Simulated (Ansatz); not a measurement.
Data:

LiCSN:
```
LiCSN
1.0
   12.01445     0.00000     0.00000
    0.00000     3.53372     0.00000
    0.00000     0.00000     5.10511
Li C S N
4 4 4 4
Direct
  0.90795   0.25000   0.46993
  0.09205   0.75000   0.53007
  0.59205   0.75000   0.96993
  0.40795   0.25000   0.03007
  0.61100   0.25000   0.40199
  0.38900   0.75000   0.59801
  0.88900   0.75000   0.90199
  0.11100   0.25000   0.09801
  0.68852   0.25000   0.65977
  0.31148   0.75000   0.34023
  0.81148   0.75000   0.15977
  0.18852   0.25000   0.84023
  0.55580   0.25000   0.20992
  0.44420   0.75000   0.79008
  0.94420   0.75000   0.70992
  0.05580   0.25000   0.29008
```

This is the LDA-relaxed structure. Tensor components refer to the Cartesian frame of this cell.

Problem. All from DFT-LDA in the program Ansatz with PAW potentials, unless another level is named. Estimate the electron effective mass.

Solution. 0.93, 1.1, 1.8 mₑ (principal values).

Problem. Predict the smallest direct gap on the standard path.

Solution. 3.52 eV.

Problem. Predict the weight of the valence-edge state by species (Voronoi cells).

Solution. S 69 %, N 19 %, C 9 %, Li 3 %.

Problem. What about the valence-band maximum?

Solution. on the Γ–Z line, 6 % of the way from Γ (k = 0.000, 0.000, -0.031).

Space group Pnma. The workflow started from a Materials Project entry (that database holds measured and hypothetical structures alike); the Crystallography Open Database copy checked does not list it. Whether it is the stable phase at ambient conditions was not checked. Symmetry was held in the LDA relaxation; its stability against distortions is not shown here.

Potentials: the later of the program's two PAW sets.
